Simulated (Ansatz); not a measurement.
The start is a generated trial cell of Pd in the beta-W structure type. The structure is fully relaxed (lattice and positions, P = 0) with PBE (plane waves to 420 eV, PAW, scalar-relativistic; Ansatz, a first-principles code). The first steps use a coarse 7×7×7 k-mesh.

Initial structure:
```
Pd
1.0
    4.93355     0.00000     0.00000
    0.00000     4.93355     0.00000
    0.00000     0.00000     4.93355
Pd
8
Direct
  0.25000   0.00000   0.50000
  0.75000   0.00000   0.50000
  0.00000   0.50000   0.25000
  0.00000   0.50000   0.75000
  0.50000   0.25000   0.00000
  0.50000   0.75000   0.00000
  0.00000   0.00000   0.00000
  0.50000   0.50000   0.50000
```

| Item | Value |
|---|---|
| Initial pressure | +8.7 GPa (positive: the cell is compressed) |
| Outcome | The space group stays Pm-3n (No. 223) (the run could not lower it), with 8 atoms in the primitive cell |
| Volume change | +5.0 %, from 15.01 to 15.75 Å³/atom |
| Shortest distances (start → end) | The closest pairs of elements (up to four, under 3.6 Å), start → end: Pd–Pd 2.47 → 2.51 Å |
| Band gap at the end | zero (metallic) |
| Optimiser moves | 4 |

Final values are on a 9×9×9 k-mesh of the relaxed cell. No spin polarisation in the result.

The run could not lose the symmetry of its start: the end is stationary, and may be a saddle point rather than a minimum.

All atoms sit on sites fixed by symmetry, so only the cell could relax.

The relaxed structure here is a generated cell of Pd: the first start was made by placing the elements on the sites of a structure type, and the end was not matched to a known phase here, so it may be hypothetical. Known forms of Pd include space group No. 225.
